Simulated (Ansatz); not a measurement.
# Structures of NaBe2: which is lowest?

Plane-wave DFT in Ansatz with scalar-relativistic PAW potentials, cutoff 420 eV, Γ-centred meshes chosen by cell and gap, Gaussian smearing with energies taken to zero width. Every cell was relaxed (cell and atoms) in a run of its own, within the symmetry of its start. Functional: PBE.

Relaxed structures (starts from databases or built by putting these elements on another compound's sites):
A. Cmcm, 6 atoms in the computed cell, a = 10.278 Å, b = 4.424 Å, c = 3.804 Å; sites (symmetry × multiplicity) Na m2m × 4, Be ..m × 8; start: built
B. Fd-3m, 6 atoms in the computed cell, a = 6.883 Å; sites (symmetry × multiplicity) Na -43m × 8, Be .-3m × 16; start: built

Rank them by energy. Could pressure change the order?

```tsv
structure	group	E − E(lowest) (meV/atom)	V (Å³/atom)	gap on mesh (eV)
A	Cmcm	0.0	14.41	0.00
B	Fd-3m	296	13.58	0.00
```

A is lowest, 296 meV/atom under B. B is denser by 0.83 Å³/atom, so pressure favours it: ΔE/ΔV, with ΔE in eV and 1 eV/Å³ = 160.2 GPa, gives about 57 GPa for equal enthalpy if both cells were rigid; at such pressures compression changes ΔV much, so this is a scale only. Other structures may lie lower than all of these, and vibrations aren't counted.